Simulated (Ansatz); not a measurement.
C:
```xyz
8
Lattice="2.3296 5.5487 0.0000 -2.3296 5.5487 0.0000 -1.5490 0.0000 3.2634" Properties=species:S:1:pos:R:3 pbc="T T T"
C     -0.7897     8.8154     1.4621
C     -0.7593     2.2820     1.8014
C      0.0152     8.8154     0.1696
C     -1.5642     2.2820     3.0938
C     -2.4784     3.5209     2.8606
C      0.9294     7.5766     0.4029
C      0.1549     3.5209     2.0346
C     -1.7039     7.5766     1.2288
```

Relaxed with PBE. Special points in fractions of this cell's reciprocal vectors: Γ (0.000, 0.000, 0.000); Y (0.500, 0.500, 0.000); M (0.500, 0.500, 0.500); A (0.000, 0.000, 0.500); L2 (0.000, 0.500, 0.500); V2 (0.000, 0.500, 0.000).

Task: List the band energies nearest the valence-band maximum at these points for PBE in the plane-wave PAW code Ansatz.

Result: In eV from the valence-band maximum; about four levels below and three above (degenerate sets whole), none deeper than 8.9 eV; points with the same levels are listed once.

```json
[
 {"k": "Γ", "below": "-2.49 -2.45 -1.54 0.00", "above": "2.96 3.04 4.67"},
 {"k": "Y", "below": "-2.47 -2.02 -1.52 -0.12", "above": "2.59 3.02 4.24"},
 {"k": "M", "below": "-3.35 -3.35 -0.46 -0.46", "above": "1.66 1.66 6.26 6.26"},
 {"k": "A", "below": "-3.43 -3.43 -0.61 -0.61", "above": "1.75 1.75 6.22 6.22"},
 {"k": "L2", "below": "-2.91 -2.42 -1.35 -0.53", "above": "1.11 3.57 4.99"},
 {"k": "V2", "below": "-3.34 -3.30 -1.24 -1.14", "above": "2.62 2.63 5.74"}
]
```

Space group C2/c. The start of the workflow was typed in or built on a structure type; neither database checked (COD, Materials Project) lists it. It is not the phase usual at ambient conditions (space group No. 194, 227). Symmetry was held in the PBE relaxation; its stability against distortions is not shown here. The volume moved by 147 % from the start of the relaxation.

Potentials: the earlier of the program's two PAW sets.
